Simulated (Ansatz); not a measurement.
YN:
```cif
data_NY
_chemical_formula_sum 'Y1 N1'
_space_group_name_H-M_alt 'Pm-3m'
_space_group_IT_number 221
_space_group_name_Hall '-P 4 2 3'
_cell_length_a 2.98150
_cell_length_b 2.98150
_cell_length_c 2.98150
_cell_angle_alpha 90.000
_cell_angle_beta 90.000
_cell_angle_gamma 90.000
loop_
_atom_site_label
_atom_site_type_symbol
_atom_site_symmetry_multiplicity
_atom_site_Wyckoff_symbol
_atom_site_fract_x
_atom_site_fract_y
_atom_site_fract_z
_atom_site_occupancy
Y1 Y 1 a 0.00000 0.00000 0.00000 1
N1 N 1 b 0.50000 0.50000 0.50000 1
```

Relaxed with r²SCAN.

Problem. Which orbitals make up the states near the Fermi level in the program Ansatz at the r²SCAN level (PAW)?

Solution. Within 0.5 eV of the Fermi level: N 2p 62 %, Y 4d 36 %. Projections are on Löwdin-orthogonalised atomic valence shells; empty p or d shells of many metals are not among them.

Problem. Tabulate the density of states.

Solution. States/eV per cell of 2 atoms, in 0.25 eV bins, energy from the Fermi level.

| E (eV) | total | Y 4d | N 2p | N 2s |
|---|---|---|---|---|
| -7.85 | 0.00 | 0.00 | 0.00 | 0.00 |
| -7.60 | 0.00 | 0.00 | 0.00 | 0.00 |
| -7.35 | 0.00 | 0.00 | 0.00 | 0.00 |
| -7.10 | 0.00 | 0.00 | 0.00 | 0.00 |
| -6.85 | 0.00 | 0.00 | 0.00 | 0.00 |
| -6.60 | 0.00 | 0.00 | 0.00 | 0.00 |
| -6.35 | 0.00 | 0.00 | 0.00 | 0.00 |
| -6.10 | 0.00 | 0.00 | 0.00 | 0.00 |
| -5.85 | 0.00 | 0.00 | 0.00 | 0.00 |
| -5.60 | 0.00 | 0.00 | 0.00 | 0.00 |
| -5.35 | 0.00 | 0.00 | 0.00 | 0.00 |
| -5.10 | 0.03 | 0.01 | 0.02 | 0.00 |
| -4.85 | 0.31 | 0.13 | 0.16 | 0.00 |
| -4.60 | 0.53 | 0.20 | 0.28 | 0.00 |
| -4.35 | 0.73 | 0.26 | 0.41 | 0.01 |
| -4.10 | 0.98 | 0.33 | 0.57 | 0.01 |
| -3.85 | 1.39 | 0.43 | 0.84 | 0.01 |
| -3.60 | 1.98 | 0.55 | 1.25 | 0.01 |
| -3.35 | 2.00 | 0.51 | 1.29 | 0.02 |
| -3.10 | 1.34 | 0.34 | 0.89 | 0.02 |
| -2.85 | 1.16 | 0.28 | 0.79 | 0.02 |
| -2.60 | 1.17 | 0.26 | 0.83 | 0.02 |
| -2.35 | 1.40 | 0.27 | 1.04 | 0.02 |
| -2.10 | 1.27 | 0.27 | 0.91 | 0.02 |
| -1.85 | 1.24 | 0.27 | 0.89 | 0.02 |
| -1.60 | 1.20 | 0.27 | 0.85 | 0.02 |
| -1.35 | 1.21 | 0.26 | 0.88 | 0.02 |
| -1.10 | 1.69 | 0.33 | 1.28 | 0.02 |
| -0.85 | 2.60 | 0.42 | 2.08 | 0.02 |
| -0.60 | 1.20 | 0.19 | 0.97 | 0.01 |
| -0.35 | 0.39 | 0.05 | 0.33 | 0.00 |
| -0.10 | 0.20 | 0.03 | 0.16 | 0.00 |
| 0.15 | 0.17 | 0.10 | 0.07 | 0.00 |
| 0.40 | 0.26 | 0.21 | 0.05 | 0.00 |
| 0.65 | 0.43 | 0.38 | 0.05 | 0.00 |
| 0.90 | 0.55 | 0.49 | 0.05 | 0.00 |
| 1.15 | 0.63 | 0.57 | 0.05 | 0.00 |
| 1.40 | 0.83 | 0.75 | 0.06 | 0.00 |
| 1.65 | 1.28 | 1.14 | 0.10 | 0.00 |
| 1.90 | 0.88 | 0.78 | 0.07 | 0.00 |
| 2.15 | 0.65 | 0.58 | 0.05 | 0.00 |
| 2.40 | 0.53 | 0.47 | 0.04 | 0.00 |
| 2.65 | 0.47 | 0.42 | 0.03 | 0.00 |
| 2.90 | 0.42 | 0.37 | 0.03 | 0.00 |
| 3.15 | 0.38 | 0.33 | 0.03 | 0.00 |
| 3.40 | 0.38 | 0.33 | 0.03 | 0.00 |
| 3.65 | 0.44 | 0.36 | 0.03 | 0.02 |
| 3.90 | 0.55 | 0.43 | 0.04 | 0.05 |
| 4.15 | 0.81 | 0.62 | 0.05 | 0.10 |
| 4.40 | 1.60 | 1.21 | 0.08 | 0.20 |
| 4.65 | 1.99 | 1.57 | 0.11 | 0.18 |

The start of the workflow was typed in or built on a structure type; neither database checked (COD, Materials Project) lists it. COD files the formula under space group No. 225, so this cell is another polymorph or a model. Whether it is the stable phase at ambient conditions was not checked. The r²SCAN relaxation kept the symmetry of its start; whether a distortion lowers the energy is not shown. No spin polarisation was allowed. Spin–orbit coupling is left out wherever it is not named.

Potentials: the later of the program's two PAW sets.
